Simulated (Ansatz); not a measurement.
YTiGe:
```xyz
6
Lattice="-2.0332 2.0332 7.6393 2.0332 -2.0332 7.6393 2.0332 2.0332 -7.6393" Properties=species:S:1:pos:R:3 pbc="T T T"
Ge     0.0000     0.0000     1.8631
Ge     0.0000     0.0000    13.4155
Ti     0.0000     2.0332     0.0000
Ti     2.0332     0.0000     0.0000
Y      0.0000     0.0000     4.9944
Y      0.0000     0.0000    10.2842
```

Relaxed with r²SCAN.

Give the Bader charges and basin volumes of the independent atoms, DFT-r²SCAN in the program Ansatz with PAW potentials.



```tsv
atom	Bader charge (e)	Bader volume (Å³)
Ge1	-2.24	31.0
Ti3	+0.71	14.9
Y5	+1.54	17.2
```

Space group I4/mmm. The workflow started from an entry of the Crystallography Open Database (COD), which files this formula under 2 space groups. Whether it is the stable phase at ambient conditions was not checked. The r²SCAN relaxation kept the symmetry of its start; its stability against distortions is not shown here. The run is not spin-polarised.

Potentials: the later of the program's two PAW sets.
